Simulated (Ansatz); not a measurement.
According to DFT-r²SCAN in the program Ansatz with PAW potentials, SnTeO3 in the trigonal phase (R3c; Sn on 6a, Te on 6a, O on 18b) relaxes to a = 5.332 Å, c = 27.927 Å. Sn has 3 nearest neighbours from 2.08 Å (trigonal pyramidal); Te has 3 nearest neighbours from 1.86 Å (trigonal pyramidal). Its formation energy from the elements is -1.09 eV/atom, with no fitted shifts.

The Kohn–Sham gap is 2.72 eV (indirect). The valence maximum lies at Γ and the conduction minimum at F (3 equivalent valleys). The hole mass is 0.47, 0.47, 2.1 mₑ (principal values).

An equation-of-state fit gives a bulk modulus of 5.9 GPa. Bader charges are Sn +1.45, Te +2.32, O -1.25 e.

The start of the workflow was typed in or built on a structure type; neither database checked (COD, Materials Project) lists it. Whether it is the stable phase at ambient conditions was not checked. Symmetry was held in the r²SCAN relaxation; its stability against distortions is not shown here. The volume moved by 82 % from the start of the relaxation. The references are the lowest solids computed at this level, not always the standard phases (solids in place of the gases). Spin–orbit coupling is left out wherever it is not named.

Potentials: the earlier of the program's two PAW sets. The files were generated under PBE; for other functionals the program regenerates the frozen cores, and for LDA and PBEsol the local potential too.
